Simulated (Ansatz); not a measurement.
# Field gradients of Si3N4 from run to run

Cell of run 1: an entry of the Crystallography Open Database (COD; perhaps a calculated or model structure).

Space group P6_3/m (No. 176); a = 7.5585, c = 2.8855 Å, γ = 120.00°.

```csv
site,Wyckoff,site symmetry,x,y,z
Si,6h,m..,0.1739,0.7675,0.2500
N7,6h,m..,0.3302,0.0296,0.2500
N13,2c,-6..,0.3333,0.6667,0.2500
```

One atom of each set is listed.

Relaxed positions (PBE, cell held):

Si (0.1727, 0.7664, 0.2500)
N7 (0.3294, 0.0284, 0.2500)
N13 (0.3333, 0.6667, 0.2500)

All runs are DFT with Ansatz 0.2.0 (plane waves and PAW, scalar-relativistic unless spin–orbit coupling is named, Γ-centred meshes, Fermi–Dirac smearing where given) in this cell.

Run 1: PBE, gradients read without the response of the cores, atoms as given; 420 eV, 4×4×10 k-points, smearing 0.02 eV.
Run 2: PBE, gradients read without the response of the cores, atoms relaxed; 420 eV, 4×4×10 k-points, smearing 0.02 eV.
Run 3: r2SCAN, gradients read without the response of the cores, at the relaxed atoms; 500 eV, 4×4×10 k-points, smearing 0.02 eV.
Run 4: HSE06, gradients read without the response of the cores, at the relaxed atoms; 420 eV, 3×3×5 k-points, smearing 0.02 eV.

Problem. What does each run give, and what moves the gradients most?

Solution. 

```json
{"run": "1", "Si V_zz (η)": "0.93 (0.27)", "N7 V_zz (η)": "-4.95 (0.06)", "N13 V_zz (η)": "-4.89 (0.00)"}
{"run": "2", "Si V_zz (η)": "0.93 (0.24)", "N7 V_zz (η)": "-4.94 (0.07)", "N13 V_zz (η)": "-4.88 (0.00)"}
{"run": "3", "Si V_zz (η)": "0.93 (0.21)", "N7 V_zz (η)": "-4.95 (0.07)", "N13 V_zz (η)": "-4.98 (0.00)"}
{"run": "4", "Si V_zz (η)": "0.98 (0.16)", "N7 V_zz (η)": "-5.00 (0.07)", "N13 V_zz (η)": "-4.97 (0.00)"}
```

V_zz in 10²¹ V/m². Against run 1, the gradient tensors on these sites move by at most 0.07 in run 2 (N7), 0.12 in run 3 (N7), 0.13 in run 4 (Si). Taken one at a time, the functional (between the two that differ most) moves the tensors on these sites by up to 0.10 (largest principal value of the change, on N13), the positions of the atoms (as given or relaxed) by 0.07 (N7).

The cell isn't the equilibrium one in runs 1, 2 (calculated pressure 11, 11 GPa), and the entry's cell may itself be off.
